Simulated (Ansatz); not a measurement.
SiSnPt5 in space group P4/mmm (No. 123; Si on 1b, Sn on 1c, Pt on 4i, Pt on 1a), PBE (plane waves, PAW; program Ansatz), all energies at zero smearing, with the estimated change up to a 700 eV cutoff added, with one set of potentials and settings (totals compare only within such a set). Cell of 7 atoms (1 Si, 1 Sn, 5 Pt): -69287.395 eV.

```
element             reference phase  E (eV/atom)
-------  --------------------------  -----------
Si       Fd-3m, 2 atoms in the cell    -635.8114
Sn       Fd-3m, 2 atoms in the cell   -6024.2887
Pt       Fm-3m, 1 atoms in the cell  -12524.7059
```

Formation energy per atom, worked out: (-69287.395 − 1×(-635.8114) − 1×(-6024.2887) − 5×(-12524.7059))/7 = -0.538 eV/atom (-52 kJ per mol of atoms), at 0 K, without zero-point energy or fitted corrections.

The workflow started from a Materials Project entry (that database holds measured and hypothetical structures alike); the Crystallography Open Database copy checked does not list it. Whether it is the stable phase at ambient conditions was not checked. The PBE relaxation kept the symmetry of its start; its stability against distortions is not shown here. No spin polarisation was allowed. The references are the lowest solids computed at this level, not always the standard phases. Scalar-relativistic: spin–orbit coupling is off unless named, which matters more the heavier the elements.

Potentials: the earlier of the program's two PAW sets.
